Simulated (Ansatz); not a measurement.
One relaxed cell of HfSiO₄ at several levels

A database entry relaxed whole under r2SCAN at zero pressure (I4_1/amd, No. 141):

```xyz
12
Lattice="-3.2914 3.2914 2.9857 3.2914 -3.2914 2.9857 3.2914 3.2914 -2.9857" Properties=species:S:1:pos:R:3 pbc="T T T"
Hf    0.0000    3.2914    1.4929
Hf    0.0000    0.0000    0.0000
Si    3.2914    0.0000    1.4929
Si    0.0000    0.0000    2.9857
O     3.2914    2.0762   -1.0757
O     4.5066    0.0000    0.4171
O     0.0000    1.2152    1.9100
O     2.0762    0.0000    0.4171
O     3.2914    1.2152    2.5686
O     1.2152    0.0000    4.0615
O     3.2914   -1.2152    2.5686
O     2.0762    3.2914    1.0757
```

Its volume is 10.78 Å³ an atom, +0.5 % against the entry's 10.73, a cell as deposited in COD (1982).

Single points on this cell with plane-wave PAW DFT (Ansatz 0.2.0; r2SCAN 500 eV, hybrids 420 eV; fermi-dirac occupations of width 0.020 eV; no moments): r2SCAN on a 6×6×6 Γ-centred mesh; r2SCAN with spin-orbit coupling on a 4×4×4 Γ-centred mesh; HSE06 on a 4×4×4 Γ-centred mesh; PBE0 on a 4×4×4 Γ-centred mesh.

Problem. How do gap, pressure and charges move from level to level?

Solution. The runs give:

| level | gap (eV), or kind | pressure (GPa) | Bader charge of Hf (e) | Bader charge of Si (e) | Bader charge of O (e) |
| --- | --- | --- | --- | --- | --- |
| r2SCAN | 6.00 | 0.0 | +2.81 | +3.32 | -1.53 |
| r2SCAN with spin-orbit coupling | 5.99 | -0.1 | +2.81 | +3.32 | -1.53 |
| HSE06 | its mesh misses the band edges | -0.1 | +2.85 | +3.31 | -1.54 |
| PBE0 | its mesh misses the band edges | -0.1 | +2.86 | +3.31 | -1.54 |

Under r2SCAN the gap is 6.00 eV, over mesh and band path. Spin-orbit coupling moves the r2SCAN gap by -0.01 eV.

Caveats: the relaxation kept the start's symmetry; hybrid pressures are good to a few tenths of a GPa; pressure is positive in compression.
